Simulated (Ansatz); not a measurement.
Relaxing cobalt (dhcp)

All numbers below come from Ansatz, DFT, revPBE, plane waves (420 eV) with PAW, scalar-relativistic. (PAW data from PBE, frozen cores regenerated.)

k-point mesh 14×14×4, Fermi-Dirac smearing 0.05 eV, starting moments 1.70 ×2, -1.70 ×2 μB. Cell and atoms relax.

Starting structure:

```cif
data_structure
_symmetry_space_group_name_H-M 'P 1'
_symmetry_Int_Tables_number 1
_cell_length_a 2.5019
_cell_length_b 2.5019
_cell_length_c 8.1712
_cell_angle_alpha 90.000
_cell_angle_beta 90.000
_cell_angle_gamma 120.000
_cell_volume 44.29
loop_
_atom_site_label
_atom_site_type_symbol
_atom_site_fract_x
_atom_site_fract_y
_atom_site_fract_z
_atom_site_occupancy
Co1 Co 0.00000 0.00000 0.00000 1
Co2 Co 0.00000 0.00000 0.50000 1
Co3 Co 0.33333 0.66667 0.25000 1
Co4 Co 0.66667 0.33333 0.75000 1
```

The pressure at the start is 1.1 GPa. By how much does the volume change?

From 11.07 to 11.13 Å³ per atom, 0.5 %. The final cell has a = 2.512 Å, c = 8.147 Å (c/a = 3.243).

How much energy does the relaxation gain?

0.5 meV per atom.

Path of the relaxation (the plane waves are chosen anew near the end, which can shift the energy a little):

```tsv
step	E − E(final) (meV/atom)	V (Å³/atom)	P (GPa)	max force (eV/Å)
0	0.52	11.074	1.05	0.000
1	0.17	11.105	0.46	0.000
2	0.06	11.130	0.00	0.000
3	0.00	11.130	0.01	0.000
```

Which magnetic state does it end in?

ferromagnetic, net 1.68 μB per atom; moments -1.77 ×2, -1.75 ×2 μB.
